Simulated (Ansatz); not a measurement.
**HfB3: rattling a relaxed structure**

The structure comes from a generated guess, relaxed at this level; another structure or a mixture of phases may lie lower.

All numbers below come from Ansatz 0.2.0, DFT PBE, scalar-relativistic, plane waves, PAW. Settings: cutoff 420 eV, Γ-centred mesh 16×16×10 on the computed 4-atom cell, Gaussian smearing of 0.10 eV; no spin polarisation.

The cell below (4 atoms, space group P4/mmm (No. 123)) is relaxed within its symmetry.

```xyz
4
Lattice="2.7845 0.0000 0.0000 0.0000 2.7845 0.0000 0.0000 0.0000 5.0253" Properties=species:S:1:pos:R:3 pbc="T T T"
Hf    0.0000    0.0000    0.0000
B     0.0000    0.0000    2.5126
B     1.3923    1.3923    3.3279
B     1.3923    1.3923    1.6973
```

For the test a repeat of it with 8 atoms (edges 2.78, 5.03, 5.57 Å) was strained at random (σ = 1.5 % a component), the atoms were moved at random (σ = 0.15 Å), and all was relaxed again on a coarse 8×4×4 mesh (in the run’s order of axes) with 0.20 eV smearing, with no symmetry imposed.

Spin–orbit coupling, which can matter for Hf, is left out. The cell is a metal run without spin; a magnetic state may lie lower.

**Question.** Is the structure stable against such a distortion?

**Answer.** It doesn't return. The energy falls by 609 meV/atom on that mesh, the volume changes by 4.9 %, and the end has space group P-6m2 (No. 187) at a loose tolerance. Relaxed again on an 18×18×10 mesh with 0.10 eV smearing, the new structure lies 615 meV/atom below the first (mesh in the axes of the run's cell; the cell below is made exact in the group named). Space group P-6m2 (No. 187), hexagonal, a = 3.032 Å, c = 5.137 Å. Hf has 8 B at 2.49–2.57 Å and 6 Hf at 3.03 Å; around B on a site of symmetry -6m2 lie 6 B at 1.92 Å and 2 Hf at 2.57 Å; B on a site of symmetry 3m is surrounded by 1 B at 1.59 Å, 3 B at 1.92 Å and 3 Hf at 2.49 Å.

```
Hf B
1.0
     3.03206    0.00000    0.00000
    -1.51603    2.62584    0.00000
     0.00000    0.00000    5.13737
Hf B
1 3
Direct
  0.00000 0.00000 0.50000
  0.00000 0.00000 0.00000
  0.33333 0.66667 0.15482
  0.33333 0.66667 0.84518
```
